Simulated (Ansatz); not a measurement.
Starting cell, BAs (zinc blende):

```yaml
crystal:
  lattice:
    - [0.00000, 2.40467, 2.40467]
    - [2.40467, 0.00000, 2.40467]
    - [2.40467, 2.40467, 0.00000]
  atoms:
    - { symbol: As, position: [0.75000, 0.75000, 0.75000] }
    - { symbol: B, position: [0.00000, 0.00000, 0.00000] }
```

In this cell atom 2 (B, nearest neighbour As at 2.083 Å; its periodic images, 3.4 Å or more away, move with it) is moved by s along Cartesian x, unit vector (1.000, 0.000, 0.000); all other atoms and the cell stay fixed.

These are PBE (plane waves to 420 eV, PAW, scalar-relativistic; Ansatz, a first-principles code) values and carry that method's errors. k mesh 10×10×10 (Γ-centred), Fermi-Dirac smearing 0.05 eV. The energy includes the smearing's −TS. Stress and pressure are positive under compression. As the smearing reaches across the gap at some points, energies and forces of such displacements shift with the k mesh and the smearing. F∥ is the force on the atom along that direction. BAs was relaxed with its symmetry unable to fall. The zero of ΔE is the undisplaced structure.

```json
[
 {"s (Å)": "-0.620", "ΔE (meV/cell)": "2331", "P (GPa)": "19.1", "F∥ (eV/Å)": "5.394"},
 {"s (Å)": "-0.496", "ΔE (meV/cell)": "1649", "P (GPa)": "13.4", "F∥ (eV/Å)": "5.515"},
 {"s (Å)": "-0.372", "ΔE (meV/cell)": "999", "P (GPa)": "7.9", "F∥ (eV/Å)": "4.852"},
 {"s (Å)": "-0.248", "ΔE (meV/cell)": "469", "P (GPa)": "3.6", "F∥ (eV/Å)": "3.601"},
 {"s (Å)": "-0.124", "ΔE (meV/cell)": "121", "P (GPa)": "0.9", "F∥ (eV/Å)": "1.938"},
 {"s (Å)": "0.000", "ΔE (meV/cell)": "0", "P (GPa)": "0.0", "F∥ (eV/Å)": "0.000"},
 {"s (Å)": "0.124", "ΔE (meV/cell)": "121", "P (GPa)": "0.9", "F∥ (eV/Å)": "-1.938"},
 {"s (Å)": "0.248", "ΔE (meV/cell)": "469", "P (GPa)": "3.6", "F∥ (eV/Å)": "-3.601"},
 {"s (Å)": "0.372", "ΔE (meV/cell)": "999", "P (GPa)": "7.9", "F∥ (eV/Å)": "-4.852"},
 {"s (Å)": "0.496", "ΔE (meV/cell)": "1649", "P (GPa)": "13.4", "F∥ (eV/Å)": "-5.515"},
 {"s (Å)": "0.620", "ΔE (meV/cell)": "2331", "P (GPa)": "19.1", "F∥ (eV/Å)": "-5.394"}
]
```

What the scan shows:

```
Item                                                                                                                                                  Result
--------------------------------------------------------  --------------------------------------------------------------------------------------------------
Energy at s = 0.620 Å                                                                                                                          2331 meV/cell
Force along the line at s = -0.620 Å                                                                                                               5.39 eV/Å
Symmetry of the curve                                                                                                          even: the same for both signs
Shape of the curve                                                                            a single well with its minimum at or next to zero displacement
Force constant k = d²E/ds² at s = 0 (finite differences)                                                                                          16.0 eV/Å²
Harmonic estimate at the end of the scan                  ½ks² = 3076 meV/cell against the computed 2331 meV/cell, so the well is softer than harmonic there
Zone-centre optical wavenumber from k                                                                                                               679 cm⁻¹
```

(A displaced cell: forces are minus the slopes of the energy, force constants its curvatures, and phonons follow from these.)
